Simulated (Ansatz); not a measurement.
# Bi2Se3: field gradients at two levels of theory

Cell: a structure deposited in the COD, its atoms then relaxed with PBE in this cell.

```
Bi Se
1.0
     1.96496    1.13447    9.14266
    -1.96496    1.13447    9.14266
     0.00000   -2.26894    9.14266
Bi Se
2 3
Direct
  0.59732 0.59732 0.59732
  0.40268 0.40268 0.40268
  0.79544 0.79544 0.79544
  0.20456 0.20456 0.20456
  0.00000 0.00000 0.00000
```

Sites (sets of like atoms) are named by element and the number of their first atom in this list.

First run. Method: Kohn–Sham DFT in Ansatz, PBE, plane waves and PAW, scalar-relativistic, 420 eV cutoff, Γ-centred 14×14×14 k-points, Fermi–Dirac smearing 0.05 eV.

```csv
site,atom,V_zz (10²¹ V/m²),η
Bi,1,2.53,0.00
Se3,3,4.21,0.00
Se5,5,9.43,0.00
```

Second run. The same atoms and settings, except that spin–orbit coupling is included (fully relativistic PAW files).

(1) Given the first result, estimate the second.

Results:

(1) 

```csv
site,atom,V_zz,η,change of V_zz
Bi,1,3.02,0.00,+0.49
Se3,3,5.63,0.00,+1.42
Se5,5,10.22,0.00,+0.79
```

The largest change of V_zz is on Se3, from 4.21 to 5.63. In per cent, |V_zz| changes by +19 on Bi, +8 to +34 on Se (all sites that start above 2). The first run finds no gap above 0.1 eV, the second does.

At this cell the PBE pressure is 12 GPa, so with PBE the cell would grow if it were relaxed. The entry's cell may itself be off.
For the first run: With no gap above 0.1 eV, as in a metal, the gradients converge slowly in k; expect changes of a tenth or more on a denser mesh. Semilocal functionals make gaps too small and can close them, so the real compound need not be a metal.
For the second run: With a gap of 0.25 eV under a smearing of 0.05 eV the band edges are partly filled, so small gradients can hang on the smearing and the k-mesh.
